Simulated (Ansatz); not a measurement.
CoSi in space group I4_1/amd (No. 141; Co on 4b, Si on 4a) under volume change, DFT-PBE in the program Ansatz with PAW potentials, shape and atoms relaxed at each volume.

```csv
V (Å³/atom),E − E(relaxed) (meV/atom),P (GPa)
9.862,70.7,25.38
10.187,29.6,15.45
10.512,7.0,7.08
10.837,0.0,0.02
11.162,6.2,-5.92
11.487,23.4,-10.91
11.812,49.9,-15.06
```

Task: What does a third-order Birch–Murnaghan fit give for V₀, B₀ and B′?

Result: V₀ = 10.84 Å³/atom, B₀ = 215 GPa, B′ = 4.7.

The cell is a constructed one: a structure type filled with these elements; neither database checked (COD, Materials Project) lists it. COD files the formula under space group No. 198, so this cell is another polymorph or a model. Its standing as an ambient phase is unchecked. Symmetry was held in the PBE relaxation; whether a distortion lowers the energy is not shown. The workflow began spin-polarised and lost its moments.

Potentials: the later of the program's two PAW sets.
